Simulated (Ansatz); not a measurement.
One starting cell of Si$_{2}$Mo (a generated trial cell of Si2Mo in the MoSi2 structure type) was relaxed twice with Ansatz (plane waves, PAW, scalar-relativistic): with r2SCAN at 500 eV and with PBE at 420 eV. The r2SCAN result:

```
Si2Mo
1.0
   -1.60108     1.60108     3.90975
    1.60108    -1.60108     3.90975
    1.60108     1.60108    -3.90975
Mo Si
1 2
Direct
  0.00000   0.00000   0.00000
  0.33530   0.33530   0.00000
  0.66470   0.66470   0.00000
```

| quantity | r2SCAN | PBE |
|---|---|---|
| space group | I4/mmm | I4/mmm |
| volume (Å³/atom) | 13.36 | 13.58 |
| a (Å) | 3.202 | 3.217 |
| c (Å) | 7.819 | 7.873 |
| gap (eV, no spin-orbit coupling) | 0.00 | 0.00 |

Both levels end in the same structure; PBE's volume is 1.6 % larger. Neither column is exact.

No spin polarisation in the result.

The run could not lose the symmetry of its start.

Ansatz is a program for electronic structure.
